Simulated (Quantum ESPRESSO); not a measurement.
# Al4Ta2RhMo: one composition in several site orders

A calculation, not a measurement. The program is pw.x of Quantum ESPRESSO 7.5 (plane-wave density functional theory). The cell is made up: eight metal atoms on a face-centred cubic lattice, with elements, volume, strain and displacements drawn at random and not relaxed, so it may be unstable or far from any real phase. PseudoDojo standard norm-conserving files set the functional (PBE unless stated); there is no spin polarisation or spin-orbit coupling, the Fermi-Dirac width of 0.25 eV means electrons at about 2900 K, and the masses in the input are unused placeholders. Heavy elements are run without spin-orbit coupling, which real alloys of them have. A spin test at this wide smearing found no moment, but such smearing suppresses magnetism that the real alloy may have.

The runs put one composition on the sites in different orders. Cell, positions, cutoff, mesh and smearing stay as in the input of run 1; sites are counted in its order. Stress in the tables is positive in tension.

Input of run 1:

```
&control calculation='scf', pseudo_dir='./dojo.nc.sr.pbe.v0_5.standard.upf', outdir='./o', disk_io='medium', tprnfor=.true., tstress=.true. /
&system ibrav=0, nat=8, ntyp=4, nbnd=48, ecutwfc=87.97787729, nosym=.true., tot_charge=0,
 occupations='smearing', smearing='fd', degauss=0.0183746611
/
&electrons conv_thr=1.470e-08, electron_maxstep=70, mixing_beta=0.5 /
ATOMIC_SPECIES
Al 1.0 Al.upf
Mo 1.0 Mo.upf
Rh 1.0 Rh.upf
Ta 1.0 Ta.upf
CELL_PARAMETERS angstrom
1.9965 4.0946 2.1012
2.0959 -4.109 2.0307
4.1991 -0.0849 -4.2386
ATOMIC_POSITIONS angstrom
Al -0.0108 -0.0916 -0.1212
Ta 2.0922 0.0181 -2.0218
Al 1.9853 -2.0482 -0.1105
Rh 4.2126 -2.1776 -2.0851
Al 1.99 1.993 -0.0949
Ta 4.3004 2.0545 -2.0319
Al 1.9968 0.0816 1.9706
Mo 4.129 -0.0651 -0.1607
K_POINTS automatic
5 5 4 1 1 1
```

| run | elements on sites 1 to 8 | free energy less that of run 1 (eV) | -TS (eV) | pressure (GPa) | stress xx (GPa) | stress yy (GPa) | stress zz (GPa) | stress yz (GPa) | stress xz (GPa) | stress xy (GPa) | iterations |
| --- | --- | --- | --- | --- | --- | --- | --- | --- | --- | --- | --- |
| 1 | Al Ta Al Rh Al Ta Al Mo | 0.000 | -1.344 | -10.52 | 8.87 | 11.33 | 11.37 | -0.34 | -2.91 | -2.75 | 14 |
| 2 | Mo Ta Al Al Rh Ta Al Al | -0.335 | -1.267 | -10.48 | 10.57 | 9.20 | 11.67 | -1.30 | 0.57 | -2.45 | 13 |
| 3 | Al Al Ta Ta Mo Rh Al Al | -0.663 | -1.371 | -12.71 | 13.78 | 11.11 | 13.23 | 0.95 | -0.07 | -1.61 | 13 |
| 4 | Al Al Ta Rh Mo Ta Al Al | -0.446 | -1.401 | -12.60 | 12.64 | 10.41 | 14.77 | 1.29 | -1.27 | -1.71 | 15 |
| 5 | Mo Ta Al Ta Al Al Al Rh | -0.674 | -1.216 | -11.50 | 11.36 | 11.48 | 11.67 | 0.52 | -1.40 | -1.67 | 14 |
| 6 | Al Rh Mo Ta Al Al Al Ta | -0.486 | -1.188 | -11.49 | 12.72 | 8.51 | 13.25 | 3.00 | -1.49 | 0.76 | 12 |

Forces Fx Fy Fz (eV/Å):

```
site             run 1              run 2              run 3              run 4              run 5             run 6
   1   -0.03 1.06 0.52    -0.29 0.67 0.71    -0.43 0.45 0.28     0.09 1.18 0.36     0.44 0.90 0.18   0.41 0.65 -0.05
   2  0.54 -0.06 -1.30  -0.24 -0.03 -0.50  -0.01 -0.24 -0.79  -0.04 -0.03 -0.95  -0.03 -0.41 -0.36   0.00 0.13 -0.48
   3   0.52 -0.31 0.11    0.16 -0.26 0.35    0.61 -0.38 0.27   0.38 -0.26 -0.09    0.51 -0.35 0.31   0.25 -0.42 0.58
   4   0.37 0.12 -0.25    0.25 0.15 -0.36    0.10 0.35 -0.31    0.21 -0.04 0.25    0.12 0.15 -0.34   0.39 0.19 -0.41
   5    0.10 0.44 0.09     0.25 0.18 0.00   -0.36 0.25 -0.36    -0.02 0.50 0.16     0.04 0.63 0.01   0.39 0.22 -0.68
   6  -1.36 -0.41 0.08   -0.87 0.13 -1.12     0.21 0.04 0.36  -0.87 -0.42 -0.34  -1.26 -0.41 -0.39   -1.37 0.01 0.03
   7   0.04 -0.71 0.43    0.30 -0.54 0.06   -0.30 -0.59 0.18   -0.06 -0.86 0.26   -0.08 -0.57 0.38   0.26 -0.60 0.18
   8  -0.17 -0.13 0.32    0.45 -0.30 0.87     0.18 0.12 0.36    0.31 -0.07 0.36     0.24 0.06 0.22  -0.32 -0.18 0.84
```

The sites are displaced and not relaxed, so the energy differences mix bonding between neighbours with strain and are not ordering energies. A rerun of one cell of this series at a higher cutoff and on a denser mesh moved values by no more than 0.004 eV in energy, 0.04 GPa in stress and 0.007 eV/Å in force, and a second program with other atomic files agreed on that cell to 2 % rms in force and 0.5 GPa in pressure.